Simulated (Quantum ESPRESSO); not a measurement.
## Pd4TiHfMo2 (one composition in several site orders)

A calculation, not a measurement. The program is pw.x of Quantum ESPRESSO 7.5 (plane-wave density functional theory). The cell is made up: eight metal atoms on a hexagonal close-packed lattice, with elements, volume, strain and displacements drawn at random and not relaxed, so it may be unstable or far from any real phase. PseudoDojo standard norm-conserving files set the functional (PBE unless stated); there is no spin polarisation or spin-orbit coupling, the Fermi-Dirac width of 0.25 eV means electrons at about 2900 K, and the masses in the input are unused placeholders. Heavy elements are run without spin-orbit coupling, which real alloys of them have. A spin test at this wide smearing found no moment, but such smearing suppresses magnetism that the real alloy may have.

The runs put one composition on the sites in different orders. Cell, positions, cutoff, mesh and smearing stay as in the input of run 1; sites are counted in its order. Stress in the tables is positive in tension.

Input of run 1:

```
&control calculation='scf', pseudo_dir='./dojo.nc.sr.pbe.v0_5.standard.upf', outdir='./o', disk_io='minimal', tprnfor=.true., tstress=.true. /
&system ibrav=0, nat=8, ntyp=4, nbnd=80, ecutwfc=84.00895049, nosym=.true., tot_charge=0,
 occupations='smearing', smearing='fd', degauss=0.0183746611
/
&electrons conv_thr=1.470e-08, electron_maxstep=70, mixing_beta=0.5 /
ATOMIC_SPECIES
Hf 1.0 Hf.upf
Mo 1.0 Mo.upf
Pd 1.0 Pd.upf
Ti 1.0 Ti.upf
CELL_PARAMETERS angstrom
0.0829 0.0223 -4.6799
0.0469 5.0679 -0.0236
5.6804 0.0542 -0.1014
ATOMIC_POSITIONS angstrom
Pd 0.091 0.0471 -0.0239
Pd 2.8577 0.0034 -0.089
Pd 1.3973 2.505 -0.0087
Ti 4.2367 2.5728 -0.0948
Pd 0.0716 1.6994 -2.3088
Hf 2.9028 1.707 -2.443
Mo 1.4398 4.2549 -2.4485
Mo 4.2341 4.2726 -2.4495
K_POINTS automatic
5 5 4 1 1 1
```

| run | elements on sites 1 to 8 | free energy less that of run 1 (eV) | -TS (eV) | pressure (GPa) | stress xx (GPa) | stress yy (GPa) | stress zz (GPa) | stress yz (GPa) | stress xz (GPa) | stress xy (GPa) | iterations |
| --- | --- | --- | --- | --- | --- | --- | --- | --- | --- | --- | --- |
| 1 | Pd Pd Pd Ti Pd Hf Mo Mo | 0.000 | -1.751 | -5.36 | 7.29 | 5.82 | 2.97 | -0.10 | -1.58 | 0.59 | 22 |
| 2 | Hf Pd Mo Mo Pd Ti Pd Pd | -0.537 | -1.782 | -5.46 | 7.16 | 3.90 | 5.31 | -0.11 | -1.36 | 1.58 | 21 |
| 3 | Mo Ti Pd Hf Pd Pd Mo Pd | -0.410 | -1.663 | -6.27 | 6.12 | 3.51 | 9.20 | -0.38 | -1.28 | 0.62 | 20 |
| 4 | Pd Pd Hf Pd Pd Ti Mo Mo | -0.319 | -1.717 | -5.88 | 8.41 | 7.05 | 2.19 | 0.09 | -1.79 | 1.46 | 21 |
| 5 | Pd Mo Pd Pd Ti Hf Pd Mo | -0.217 | -1.672 | -5.63 | 1.24 | 6.92 | 8.74 | -0.29 | -1.52 | 0.87 | 22 |
| 6 | Pd Pd Mo Hf Ti Pd Pd Mo | 0.357 | -1.928 | -4.71 | 4.17 | 7.73 | 2.23 | 0.06 | -0.88 | 0.65 | 20 |

Forces Fx Fy Fz (eV/Å):

| site | run 1 | run 2 | run 3 | run 4 | run 5 | run 6 |
| --- | --- | --- | --- | --- | --- | --- |
| 1 | -0.87 -0.35 -0.01 | -0.80 -0.47 -0.07 | 0.19 -0.66 0.17 | -0.92 -0.46 -0.08 | -0.85 -0.20 -0.18 | -0.67 -0.44 -0.13 |
| 2 | 0.07 -0.18 -0.04 | 0.09 -0.10 0.00 | -0.55 0.28 0.03 | 0.18 0.08 0.02 | 0.55 -0.87 -0.03 | -0.04 0.05 -0.01 |
| 3 | 0.27 0.70 -0.22 | 0.48 0.59 -0.13 | 0.26 0.25 -0.16 | -0.44 0.46 -0.60 | 0.12 0.45 -0.37 | -0.34 0.93 -0.29 |
| 4 | 1.06 0.66 0.08 | -0.36 0.50 0.05 | 0.44 0.07 0.02 | -0.13 0.12 -0.04 | 0.23 -0.08 0.00 | 0.10 -0.04 -0.01 |
| 5 | -0.41 -0.01 -0.32 | -0.23 0.47 -0.31 | 0.23 -0.11 -0.34 | -0.27 -0.01 -0.30 | -0.50 -0.42 -0.13 | 0.80 -0.22 -0.15 |
| 6 | -0.85 0.10 0.17 | -0.05 -0.21 0.12 | -0.53 -0.06 0.23 | 1.07 -0.12 0.49 | 0.01 0.49 0.26 | -0.27 -0.17 0.18 |
| 7 | 0.36 -0.56 0.32 | 0.56 -0.40 0.34 | -0.48 0.09 0.04 | 0.62 0.27 0.51 | -0.35 -0.19 0.46 | 0.03 -0.48 0.36 |
| 8 | 0.37 -0.36 0.02 | 0.31 -0.38 0.01 | 0.44 0.15 0.02 | -0.11 -0.33 0.00 | 0.80 0.82 -0.02 | 0.39 0.37 0.06 |

The sites are displaced and not relaxed, so the energy differences mix bonding between neighbours with strain and are not ordering energies. A rerun of one cell of this series at a higher cutoff and on a denser mesh moved values by no more than 0.009 eV in energy, 0.05 GPa in stress and 0.014 eV/Å in force, and a second program with other atomic files agreed on that cell to 2 % rms in force and 0.5 GPa in pressure.